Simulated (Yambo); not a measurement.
How GW settings move the gap: LuVO₄

G0W0@PBEsol for LuVO₄ (space group I4_1/amd, No. 141) in Yambo. Reference settings: 2×2×2 Γ-centred k mesh, bands 5 to 253 and a 7 Ry block in the screening, 253 bands in G with the Bruneval-Gonze terminator, plasmon pole fitted at 27.2 eV. The PBEsol gap Γ → Γ on this mesh is 2.87 eV; G0W0 gaps are taken between the same points.

| change from the reference | G0W0 gap Γ → Γ (eV) | shift of the valence edge (eV) | rough Yambo cost |
|---|---|---|---|
| reference settings | 4.94 | -0.56 | 1 |
| 176 bands in W, 176 bands in G | 4.94 | -0.49 | within a factor of two |
| 176 bands in G | 4.92 | -0.55 | – |
| 3 Ry block | 5.25 | -0.56 | within a factor of two |
| 2 Ry block | 5.64 | -0.72 | within a factor of two |
| 6 Ry block | 4.93 | -0.54 | within a factor of two |
| pole fitted at 40 eV | 4.96 | -0.60 | – |
| 119 bands in G, no terminator | 5.08 | 0.12 | – |
| no terminator | 5.08 | -0.34 | – |
| 176 bands in G, no terminator | 5.09 | -0.17 | – |

The reference isn't shown to be the converged limit. Costs are rough (shared machines), scaled to the same edge states, and given only for runs that recompute the screening. In the run with 253 bands and a 7 Ry block, which covers more k points, the smallest G0W0 gap is 4.76 eV, X → Γ.

The 3d shell has no Hubbard U; the runs are without spin polarisation, and magnetic order was not tried. The 4f states are in the valence at their DFT position.

Geometry of the Materials Project entry, not relaxed at this level; primitive cell a = b = c = 5.827 Å, α = β = 106.49°, γ = 115.62°.

A shift is the quasiparticle energy of the state minus its PBEsol energy.
